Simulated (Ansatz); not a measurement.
The relaxed structure here is a generated cell of HfSiO4: the first start was made by placing the elements on the sites of a structure type, and the end was not matched to a known phase here, so it may be hypothetical.

A relaxed cell of HfSiO4 (P6/mmm (No. 191)), relaxed on a k-mesh at least as fine as the one used below. The numbers are results of PBEsol (plane waves to 420 eV, PAW, scalar-relativistic; Ansatz, a program for electronic structure), not measurements. Γ-centred k-mesh 8×8×2 on the run's cell (coarser than for final values), Fermi–Dirac smearing 0.05 eV.

```xyz
12
Lattice="3.5713 0.0000 0.0000 -1.7857 3.0928 0.0000 0.0000 0.0000 10.8717" Properties=species:S:1:pos:R:3 pbc="T T T"
Hf     0.0000     0.0000     2.7179
Hf     0.0000     0.0000     8.1538
Si     0.0000     0.0000     0.0000
Si     0.0000     0.0000     5.4359
O      0.0000     2.0619     1.4818
O      0.0000     2.0619     6.9177
O      1.7857     1.0309     1.4818
O      1.7857     1.0309     6.9177
O      1.7857     1.0309     3.9540
O      1.7857     1.0309     9.3899
O      0.0000     2.0619     3.9540
O      0.0000     2.0619     9.3899
```

The atoms are displaced by (Å):

```json
[
 {"atom": "Hf1", "ux": "-0.060", "uy": "0.098", "uz": "0.179"},
 {"atom": "Hf2", "ux": "-0.116", "uy": "-0.070", "uz": "-0.126"},
 {"atom": "Si3", "ux": "-0.021", "uy": "0.179", "uz": "0.027"},
 {"atom": "Si4", "ux": "-0.019", "uy": "0.009", "uz": "-0.008"},
 {"atom": "O5", "ux": "-0.068", "uy": "0.057", "uz": "-0.063"},
 {"atom": "O6", "ux": "-0.093", "uy": "0.007", "uz": "-0.064"},
 {"atom": "O7", "ux": "-0.003", "uy": "0.004", "uz": "0.065"},
 {"atom": "O8", "ux": "0.071", "uy": "-0.134", "uz": "0.036"},
 {"atom": "O9", "ux": "-0.019", "uy": "0.023", "uz": "0.010"},
 {"atom": "O10", "ux": "-0.053", "uy": "-0.058", "uz": "-0.056"},
 {"atom": "O11", "ux": "0.015", "uy": "-0.021", "uz": "-0.011"},
 {"atom": "O12", "ux": "-0.119", "uy": "-0.004", "uz": "-0.060"}
]
```

What forces (eV/Å) and pressure result?


```json
[
 {"atom": "Hf1", "Fx": "-0.09", "Fy": "0.01", "Fz": "-0.79"},
 {"atom": "Hf2", "Fx": "0.01", "Fy": "-0.36", "Fz": "1.38"},
 {"atom": "Si3", "Fx": "0.23", "Fy": "1.17", "Fz": "0.03"},
 {"atom": "Si4", "Fx": "0.08", "Fy": "0.19", "Fz": "0.40"},
 {"atom": "O5", "Fx": "-0.36", "Fy": "-0.15", "Fz": "-0.45"},
 {"atom": "O6", "Fx": "0.46", "Fy": "-0.78", "Fz": "-0.60"},
 {"atom": "O7", "Fx": "0.34", "Fy": "-0.49", "Fz": "-0.36"},
 {"atom": "O8", "Fx": "-0.60", "Fy": "0.73", "Fz": "-0.33"},
 {"atom": "O9", "Fx": "0.32", "Fy": "-0.30", "Fz": "0.47"},
 {"atom": "O10", "Fx": "0.08", "Fy": "-0.35", "Fz": "0.59"},
 {"atom": "O11", "Fx": "-0.31", "Fy": "0.44", "Fz": "-0.36"},
 {"atom": "O12", "Fx": "-0.17", "Fy": "-0.12", "Fz": "0.01"}
]
```

Pressure +2.8 GPa.

The undisplaced cell is probably no minimum: from this displacement the run went on to P1 (No. 1), 2.09 eV/atom below it.

No spin polarisation in the result. No Hubbard U is applied.
